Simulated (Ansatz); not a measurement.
Relaxed-ion elastic tensor of BeTe (zinc blende, space group No. 216) in GPa (Voigt order), PBEsol (plane waves, PAW; program Ansatz); density 5.15 g/cm³, 22.00 Å³ per atom.

```
 100  40.4  40.4   0.0   0.0   0.0
40.4   100  40.4   0.0   0.0   0.0
40.4  40.4   100   0.0   0.0   0.0
 0.0   0.0   0.0  50.5   0.0   0.0
 0.0   0.0   0.0   0.0  50.5   0.0
 0.0   0.0   0.0   0.0   0.0  50.5
```

### Question
Is the crystal mechanically stable?

### Answer
Yes: the smallest eigenvalue of C is 50.5 GPa.

### Question
Work out the Voigt, Reuss and Hill averages.

### Answer
K_V = 60.4, K_R = 60.4, K_H = 60.4; G_V = 42.3, G_R = 39.7, G_H = 41.0 GPa.

### Question
Give Young's modulus, Poisson's ratio, Pugh's ratio and the universal anisotropy index.

### Answer
E = 9KG/(3K + G) = 100 GPa; ν = 0.22; K/G = 1.47 (brittle by the Pugh limit of 1.75); A_U = 5G_V/G_R + K_V/K_R − 6 = 0.34.

### Question
Estimate the sound speeds and the Debye temperature.

### Answer
v_l = √((K + 4G/3)/ρ) = 4720 m/s, v_t = √(G/ρ) = 2820 m/s, mean 3120 m/s; Θ = (h/k)(3n/4πV)^(1/3) v_m = 332 K.

### Question
Give the Zener ratio and Young's modulus along [100], [110] and [111].

### Answer
A = 2C44/(C11 − C12) = 1.69; 1/E = S11 − 2(S11 − S12 − S44/2)Γ with Γ = 0, 1/4, 1/3 gives 77.1, 105, 119 GPa.

Space group F-43m (zinc blende). The PBEsol relaxation kept the symmetry of its start. Scalar-relativistic: spin–orbit coupling is off unless named, which matters more the heavier the elements.

Potentials: the later of the program's two PAW sets.
